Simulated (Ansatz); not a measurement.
## An elastic constant from a strain scan in RbCaH$_{3}$

Level of theory: DFT r2SCAN, scalar-relativistic, plane waves, PAW in Ansatz. The runs took a 500 eV cutoff, a Γ-centred 6×6×6 mesh and Gaussian smearing (0.05 eV). No spin polarisation. Energies are free energies at this smearing, counted from the undisturbed cell; pressure is positive in compression.

The undisturbed cell (as given, not relaxed at this level; it stands at -0.5 GPa, and it needn't be the usual structure):

```
CELL_PARAMETERS angstrom
4.54700 0.00000 0.00000
0.00000 4.54700 0.00000
0.00000 0.00000 4.54700
ATOMIC_POSITIONS crystal
Rb 0.00000 0.00000 0.00000
Ca 0.50000 0.50000 0.50000
H 0.00000 0.50000 0.50000
H 0.50000 0.00000 0.50000
H 0.50000 0.50000 0.00000
```

The cell is strained by ε times the Voigt pattern (0, 0, 0, 1, 0, 0) (xx, yy, zz, yz, xz, xy; engineering shear) with fractional coordinates fixed. The cell holds 5 atoms in V0 = 94.01 Å³. The stress column is τ = (1/V0) dE/dε, got from the stress tensor σ (compression positive) at each point as −det(1 + εP) σ : P(1 + εP)⁻¹, with P the pattern as a tensor.

```csv
ε,ΔE (meV/atom),τ (GPa)
-0.0350,1.357,-0.661
-0.0300,0.997,-0.566
-0.0250,0.692,-0.471
-0.0200,0.443,-0.377
-0.0150,0.250,-0.283
-0.0100,0.111,-0.188
-0.0050,0.030,-0.094
0.0000,0.000,0.000
0.0050,0.030,0.094
0.0100,0.111,0.188
0.0150,0.250,0.283
0.0200,0.443,0.377
0.0250,0.692,0.471
0.0300,0.997,0.566
0.0350,1.357,0.661
0.0400,?,?
```

Q: Which combination of elastic constants does this scan measure, and how large is it?

A: For small ε, τ = τ0 + Kε with K = pᵀCp, which for this pattern is C44 in the cubic axes. The parabola through τ at ε = -0.0050, 0 and 0.0050 has slope K = 18.8 GPa at zero. The energies per cell, E = NΔE, of the wider pair ε = ±0.0300 give K = 2[E(ε₊)/ε₊ − E(ε₋)/ε₋]/[(ε₊ − ε₋)V0] = 18.9 GPa, in agreement.

Q: Predict the withheld row at ε = 0.0400 from the harmonic law, and compare.

A: ΔE = V0(τ0 ε + Kε²/2)/N = 1.768 meV/atom and τ = 0.75 GPa. The calculation gives 1.773 meV/atom and 0.76 GPa, a miss of 0.01 meV/atom at most, so the harmonic law still holds here.